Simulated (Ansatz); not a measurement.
Here is the system:

Ni3Sn4:
```
Ni3Sn4
1.0
    6.05669     2.01692     0.00000
   -6.05669     2.01692     0.00000
   -1.37023     0.00000     5.00410
Ni Sn
3 4
Direct
  0.00000   0.00000   0.00000
  0.78403   0.21597   0.66405
  0.21597   0.78403   0.33595
  0.57243   0.42757   0.31295
  0.42757   0.57243   0.68705
  0.82877   0.17123   0.18889
  0.17123   0.82877   0.81111
```

This is the PBEsol-relaxed structure.

Task: All from the program Ansatz at the PBEsol level (PAW), unless another level is named. Estimate the highest zone-centre frequency.

Result: 247 cm^-1.

Task: And the bulk modulus (Birch–Murnaghan fit)?

Result: 114 GPa.

Space group C2/m. The first step of the workflow began from a Materials Project structure, measured or hypothetical; the Crystallography Open Database files this formula in space group No. 12, but the cells were not matched. Its standing as an ambient phase is unchecked. The PBEsol relaxation kept the symmetry of its start; of distortions, only those at the zone centre were tested. The run is not spin-polarised. As this level gives no gap, phonon frequencies hold no LO–TO term and depend on the k-mesh and smearing (Fermi–Dirac, 0.1 eV here). Scalar-relativistic: spin–orbit coupling is off unless named, which matters more the heavier the elements.

Potentials: the later of the program's two PAW sets.
